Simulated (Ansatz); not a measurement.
A relaxation computed with Ansatz, from input to last step.

```yaml
crystal:
  lattice:
    - [0.0, 2.8376010599, 2.8376010599]
    - [2.8376010599, 0.0, 2.8376010599]
    - [2.8376010599, 2.8376010599, 0.0]
  atoms:
    - { symbol: Be, position: [0.0, 0.0, 0.0] }
    - { symbol: Ag, position: [0.25, 0.25, 0.25] }
    - { symbol: Ag, position: [0.75, 0.75, 0.75] }
basis:
  ecutwfc: 420
kpoints:
  mp_grid: { grid: [6, 6, 6] }
hamiltonian:
  xc: pbe
scf:
  occupations: { method: gaussian, width: 0.1 }
  lower_state_search: "off"
output:
  forces: true
  stress: true
  eigenvalues: true
relax:
  adjacent_minimum: "off"
  f_tol: 0.04
  max_steps: 70
  cell: { stress_tol: 0.4 }
```

```bash
ansatz run input.yaml --threads 1 --pin off --max-ram 2560MiB --backend cpu --events-out ev --progress --plain --runs-dir out
```

Theory: Ansatz, DFT PBE, scalar-relativistic, plane waves, PAW.

Of 4 frames 4 are shown, positions in Å and forces in eV/Å; the SCF threshold varies from step to step. Steps run on the plane waves of an earlier cell, with a Pulay correction in the pressure. The basis is chosen afresh for the last frame, the zero of the energies, and at times for earlier ones too; energy and pressure step there, also at an unchanged geometry.

```xyz
3
Lattice="0.0000 2.8376 2.8376 2.8376 0.0000 2.8376 2.8376 2.8376 0.0000" Properties=species:S:1:pos:R:3:forces:R:3 pbc="T T T" step=1 free_energy_over_end_meV_per_atom=13.38 pressure_GPa=5.29
Be    0.0000    0.0000    0.0000    0.0000    0.0000    0.0000
Ag    1.4188    1.4188    1.4188    0.0000    0.0000    0.0000
Ag    4.2564    4.2564    4.2564    0.0000    0.0000    0.0000
3
Lattice="0.0000 2.8972 2.8972 2.8972 0.0000 2.8972 2.8972 2.8972 0.0000" Properties=species:S:1:pos:R:3:forces:R:3 pbc="T T T" step=2 free_energy_over_end_meV_per_atom=0.50 pressure_GPa=-0.58
Be    0.0000    0.0000    0.0000    0.0000    0.0000    0.0000
Ag    1.4486    1.4486    1.4486    0.0000    0.0000    0.0000
Ag    4.3458    4.3458    4.3458    0.0000    0.0000    0.0000
3
Lattice="0.0000 2.8910 2.8910 2.8910 0.0000 2.8910 2.8910 2.8910 0.0000" Properties=species:S:1:pos:R:3:forces:R:3 pbc="T T T" step=3 free_energy_over_end_meV_per_atom=0.25 pressure_GPa=-0.07
Be    0.0000    0.0000    0.0000    0.0000    0.0000    0.0000
Ag    1.4455    1.4455    1.4455    0.0000    0.0000    0.0000
Ag    4.3366    4.3366    4.3366    0.0000    0.0000    0.0000
3
Lattice="0.0000 2.8910 2.8910 2.8910 0.0000 2.8910 2.8910 2.8910 0.0000" Properties=species:S:1:pos:R:3:forces:R:3 pbc="T T T" step=4 free_energy_over_end_meV_per_atom=0.00 pressure_GPa=-0.08
Be    0.0000    0.0000    0.0000    0.0000    0.0000    0.0000
Ag    1.4455    1.4455    1.4455    0.0000    0.0000    0.0000
Ag    4.3366    4.3366    4.3366    0.0000    0.0000    0.0000
```

The start puts this composition into another compound's structure type, which needn't suit it. At the end the space group is Fm-3m (tolerance 0.05 Å).

The run took 5.3 s on 1 thread of Arm Neoverse V1 (shared host), peak memory 0.3 GiB.

The k mesh is coarse.